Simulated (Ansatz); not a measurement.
K2GaAgF6:
```cif
data_Ag4F24Ga4K8
_chemical_formula_sum 'K8 Ga4 Ag4 F24'
_space_group_name_H-M_alt 'Fm-3m'
_space_group_IT_number 225
_space_group_name_Hall '-F 4 2 3'
_cell_length_a 8.50772
_cell_length_b 8.50772
_cell_length_c 8.50772
_cell_angle_alpha 90.000
_cell_angle_beta 90.000
_cell_angle_gamma 90.000
loop_
_atom_site_label
_atom_site_type_symbol
_atom_site_symmetry_multiplicity
_atom_site_Wyckoff_symbol
_atom_site_fract_x
_atom_site_fract_y
_atom_site_fract_z
_atom_site_occupancy
K1 K 8 c 0.25000 0.25000 0.25000 1
Ga1 Ga 4 a 0.00000 0.00000 0.00000 1
Ag1 Ag 4 b 0.50000 0.50000 0.50000 1
F1 F 24 e 0.00000 0.00000 0.22204 1
```
(The calculation used a cell of 10 atoms; values per cell refer to that cell.)

Relaxed with r²SCAN. 

Problem. HSE06 on this cell (Ansatz, an electronic-structure program, PAW) gives a gap of 4.27 eV. What does r²SCAN give?

Solution. 2.84 eV.

Cost on shared cores: the r²SCAN run (SCF on a 6×6×6 mesh, then bands and DOS) very roughly 2.8 core-minutes, the HSE06 run (SCF on 4×4×4, then a few points) around 9 core-minutes (rough); the tasks are unlike.

The first step of the workflow began from a Materials Project structure, measured or hypothetical; the Crystallography Open Database copy checked does not list it. Whether it is the stable phase at ambient conditions was not checked. The r²SCAN relaxation kept the symmetry of its start; its stability against distortions is not shown here. No spin polarisation was allowed. Spin–orbit coupling is left out wherever it is not named.

Potentials: the later of the program's two PAW sets.

Ansatz is a plane-wave DFT program.
